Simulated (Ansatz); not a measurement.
**K2NaBiCl6: computed property card**

K$_{2}$NaBiCl$_{6}$:
```
CELL_PARAMETERS angstrom
      0.00000     5.22861     5.22861
      5.22861     0.00000     5.22861
      5.22861     5.22861     0.00000
ATOMIC_POSITIONS crystal
  K  0.75000 0.75000 0.75000
  K  0.25000 0.25000 0.25000
  Na 0.50000 0.50000 0.50000
  Bi 0.00000 0.00000 0.00000
  Cl 0.74721 0.25279 0.25279
  Cl 0.25279 0.74721 0.74721
  Cl 0.25279 0.74721 0.25279
  Cl 0.74721 0.25279 0.74721
  Cl 0.25279 0.25279 0.74721
  Cl 0.74721 0.74721 0.25279
```

Space group Fm-3m (No. 225); conventional cell a = b = c = 10.457 Å, α = β = γ = 90.00°.

Method: DFT-LDA in the program Ansatz with PAW potentials. Structure relaxed to zero pressure with the same functional. Other levels are named where they apply.

**Cell and energy**

* **Volume per atom**: 28.59 Å³
* **Density**: 3.04 g/cm³
* **Formation energy from the elements (no fitted shifts)**: -1.49 eV/atom

**Electronic structure**

Band gap: 3.61 eV (indirect)
Valence-band maximum: at W
Conduction-band minimum: at L (4 equivalent valleys)
Smallest direct gap on the standard path: 3.81 eV
Electron effective mass: 0.41, 0.41, 1.1 mₑ (principal values)
Hole effective mass: 1.6, 1.6, 6.9 mₑ (principal values)

**Mechanics**

Bulk modulus (Birch–Murnaghan fit): 25.4 GPa
Pressure derivative B′: 5.6
Elastic constants (relaxed ions, GPa): C11 = 58.0, C12 = 9.2, C44 = 5.4
Mechanical stability: stable (all eigenvalues of C positive)
Hill bulk and shear moduli: 25.4 and 10.4 GPa
Young's modulus: 27.4 GPa
Poisson's ratio: 0.32
Debye temperature from the elastic constants: 202 K

**Dielectric response**

- Electronic dielectric constant ε∞ (DFPT): 3.10
- Born charges (a third of the trace): K +1.28, Na +1.37, Bi +3.88, Cl -1.30 e

**Phonons**

* **Highest zone-centre frequency (without LO–TO term)**: 305 cm⁻¹
* **Zone-centre stability**: unstable, softest mode 74i cm⁻¹
* **Dynamical stability on the path**: unstable, down to 74i cm⁻¹

The first step of the workflow began from a Materials Project structure, measured or hypothetical; the Crystallography Open Database copy checked does not list it. Whether it is the stable phase at ambient conditions was not checked. The cell was relaxed with LDA under the symmetry of its start. The references are the lowest solids computed at this level, not always the standard phases (solids in place of the gases). Spin–orbit coupling is left out wherever it is not named.

Potentials: the later of the program's two PAW sets.
